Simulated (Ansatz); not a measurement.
FeNi$_{3}$ (Cu3Au type)

```xyz
4
Lattice="3.5443 0.0000 0.0000 0.0000 3.5443 0.0000 0.0000 0.0000 3.5443" Properties=species:S:1:pos:R:3 pbc="T T T"
Ni     0.0000     1.7721     1.7721
Ni     1.7721     1.7721     0.0000
Ni     1.7721     0.0000     1.7721
Fe     0.0000     0.0000     0.0000
```

Equation-of-state scan: isotropic scaling of the cell above, V₀ being its volume. Symmetry pins the atoms to their sites.

Level of theory: PBE (plane waves to 420 eV, PAW, scalar-relativistic; Ansatz, a program for electronic structure). k mesh 13×13×13 (Γ-centred), Fermi-Dirac smearing 0.05 eV. The energy includes the smearing's −TS. Compression counts positive. FeNi3 was relaxed with its symmetry unable to fall. Relaxed FeNi3 ends ferromagnetic. Other magnetic orders were not checked, so this need not be the ground state. ΔE is measured from the relaxed starting cell. The last digit holds for this mesh only.

| V (Å³/atom) | ΔE (meV/atom) |
|---|---|
| 10.018 | 83.4 |
| 10.296 | 44.5 |
| 10.574 | 18.8 |
| 10.852 | 4.5 |
| 11.131 | 0.0 |
| 11.409 | 4.1 |
| 11.687 | withheld |
| 11.965 | 33.2 |
| 12.244 | 56.4 |

### Question
Fit a third-order Birch-Murnaghan form (E₀, V₀, B₀, B₀′ free) to the given rows and predict ΔE at V = 11.687.

### Answer
Least squares on the 8 given rows: ΔE = E₀ + (9V₀B₀/16)·y²·[2 + (B₀′ − 4)y], y = (V₀/V)^(2/3) − 1, with V₀ = 11.130 Å³/atom, B₀ = 195.5 GPa (160.2 GPa = 1 eV/Å³; the term in eV is multiplied by 1000), B₀′ = 4.89, E₀ = 0.04 meV/atom; root-mean-square residual 0.03 meV/atom. At 11.687 the fit gives 15.5 meV/atom; the calculation gives 15.5 meV/atom, the same to the digits shown. For the pressure the fit gives -8.5 GPa against the computed -8.5 GPa.

(Under strain, the slope of the energy per volume gives the stress and its curvature an elastic modulus.)
